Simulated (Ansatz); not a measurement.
**BaReTe2: start and end of a relaxation**

A trial structure of BaReTe2 was built thus: Ba between sheets of the Te2Mo type, stage 1 (P-6m2, No. 187) (host ReTe2; sites filled 1 of 1). A sheet's type names the database crystal that the layer was cut from. The dimensions are guesses.

start.xyz

```xyz
4
Lattice="3.2407 0.0000 0.0000 -1.6204 2.8065 0.0000 0.0000 0.0000 9.0083" Properties=species:S:1:pos:R:3 pbc="T T T"
Ba    0.0000    0.0000    4.5041
Re    0.0000    1.8710    0.0000
Te    1.6204    0.9355    1.9081
Te    1.6204    0.9355    7.1001
```

These are results of DFT PBE, scalar-relativistic, plane waves, PAW in Ansatz, not measurements. Cutoff 420 eV, Gaussian smearing, Γ-centred meshes. Cell and atoms relax first on a coarse mesh and then on a finer one. In between, the cell is made exact in the group found at 0.06 Å. In metals the finer mesh still leaves noise of several meV/atom or more. The steps can't lower the symmetry of their start. No spin polarisation.

end.xyz

```xyz
4
Lattice="4.0922 0.0000 0.0000 -2.0461 3.5440 0.0000 0.0000 0.0000 8.0232" Properties=species:S:1:pos:R:3 pbc="T T T"
Ba    0.0000    0.0000    4.0116
Re    0.0000    2.3626    0.0000
Te    2.0461    1.1813    1.4960
Te    2.0461    1.1813    6.5273
```

The symmetry stays P-6m2 (No. 187). The volume per atom grows by 42.0 %, from 20.5 to 29.1 Å³. The shortest distance goes from 2.67 Å (Re–Te) to 2.80 Å (Re–Te). The ratio c/a of the conventional cell changes by a factor of 0.71. The energy falls by about 0.63 eV/atom (the start's value is from the coarse mesh).

| Property | Result |
| --- | --- |
| Volume per atom | 29.09 Å³ |
| Density | 8.26 g/cm³ |
| Energy over the elements | +0.09 eV/atom |
| Gap on the 15×15×6 mesh of the 4-atom cell | 0 eV (a metal) |

The zero of energy is the elements' standard structures at the same level; no fitted shifts are applied. A positive value: parting into the elements would lower its energy.

The last run used Gaussian smearing of 0.10 eV. Spin–orbit coupling, which can matter for Re and Te, is left out. The cell is a metal run without spin; a magnetic state may lie lower. The reference form of Te is held partly by dispersion forces, which this level lacks. A structure relaxed within its symmetry needn't be a true minimum. In all, the 3 runs took 10 min on 1 thread of Arm Neoverse N1, with other jobs on the host.
